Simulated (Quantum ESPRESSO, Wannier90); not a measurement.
## Wannierisation of GeTe (R3m)

```xyz
2
Lattice="-2.0945 3.6278 0.0000 -4.1890 0.0000 0.0000 -2.0945 1.2093 3.6790" Properties=species:S:1:pos:R:3 pbc="T T T"
Ge     0.0000     0.0000     0.0858
Te     2.0945    -1.2093     1.5219
```

Materials Project entry mp-938; symmetrised, unrelaxed at this level. COD (Crystallography Open Database) has the formula in 3 space groups, this one among them (matched by group alone). Level: PBEsol, spinors with spin-orbit coupling; pw.x of Quantum ESPRESSO at 64 Ry with PseudoDojo potentials, 6×6×6 k-points, Wannier90. Density: 10×10×10 mesh, Gaussian smearing 0.01 Ry. The cell is built of weakly bound layers, chains or molecules, whose nearest atoms lie 3.30 Å apart. Database cells relaxed without dispersion often hold them too far apart, which can enlarge gaps and weakens couplings between them; spacing and stacking were not compared with the measured crystal.

A tight-binding model is made by disentanglement and projection with no localisation steps (num_iter = 0), so the 16 orbitals stay atom-like: hydrogen-like Ge: s;p; Te: s;p, axes along x, y, z; frozen window up to 4.13 eV relative to the valence-band maximum. It follows pw.x to 18 meV rms for states up to 1.4 eV relative to the valence-band maximum. Matrix elements depend on this choice of orbitals and windows.

The 30 largest hoppings ⟨m,0|H|n,R⟩ between different sites (one of each Hermitian pair; signs follow the real orbitals' lobes; the list may end inside a set of equal values):

```
m              n      R  distance of the centres (Å)  t (eV)  Im t (eV)
-------  -------  -----  ---------------------------  ------  ---------
Ge1 py↑  Te2 py↑  1 0 0                         3.00   1.519      0.000
Ge1 py↓  Te2 py↓  1 0 0                         3.00   1.519      0.000
Ge1 py↑   Te2 s↑  1 0 0                         2.92  -1.413      0.000
Ge1 py↓   Te2 s↓  1 0 0                         2.92  -1.413      0.000
Ge1 s↑   Te2 py↑  1 0 0                         2.89   1.359      0.000
Ge1 s↓   Te2 py↓  1 0 0                         2.89   1.359      0.000
Ge1 py↑  Te2 pz↑  1 0 0                         2.89   1.258      0.000
Ge1 py↓  Te2 pz↓  1 0 0                         2.89   1.258      0.000
Ge1 pz↑  Te2 py↑  1 0 0                         2.81   1.257      0.000
Ge1 pz↓  Te2 py↓  1 0 0                         2.81   1.257      0.000
Te2 s↑   Ge1 px↑  0 0 0                         2.87  -1.224      0.002
Te2 s↓   Ge1 px↓  0 0 0                         2.87  -1.224     -0.002
Ge1 px↑   Te2 s↑  0 1 0                         2.87   1.224     -0.002
Ge1 px↓   Te2 s↓  0 1 0                         2.87   1.224      0.002
Ge1 s↑   Te2 px↑  0 1 0                         2.85  -1.177     -0.007
Ge1 s↓   Te2 px↓  0 1 0                         2.85  -1.177      0.007
Te2 px↑   Ge1 s↑  0 0 0                         2.85   1.177      0.007
Te2 px↓   Ge1 s↓  0 0 0                         2.85   1.177     -0.007
Te2 pz↑  Ge1 px↑  0 0 0                         2.83   1.090      0.003
Te2 pz↓  Ge1 px↓  0 0 0                         2.83   1.090     -0.003
Ge1 px↑  Te2 pz↑  0 1 0                         2.83  -1.090     -0.003
Ge1 px↓  Te2 pz↓  0 1 0                         2.83  -1.090      0.003
Ge1 pz↑  Te2 px↑  0 1 0                         2.78  -1.088     -0.001
Ge1 pz↓  Te2 px↓  0 1 0                         2.78  -1.088      0.001
Te2 px↑  Ge1 pz↑  0 0 0                         2.78   1.088      0.001
Te2 px↓  Ge1 pz↓  0 0 0                         2.78   1.088     -0.001
Ge1 py↑  Te2 px↑  0 1 0                         2.80   0.964     -0.011
Ge1 py↓  Te2 px↓  0 1 0                         2.80   0.964      0.011
Te2 px↑  Ge1 py↑  0 0 0                         2.80  -0.964      0.011
Te2 px↓  Ge1 py↓  0 0 0                         2.80  -0.964     -0.011
```
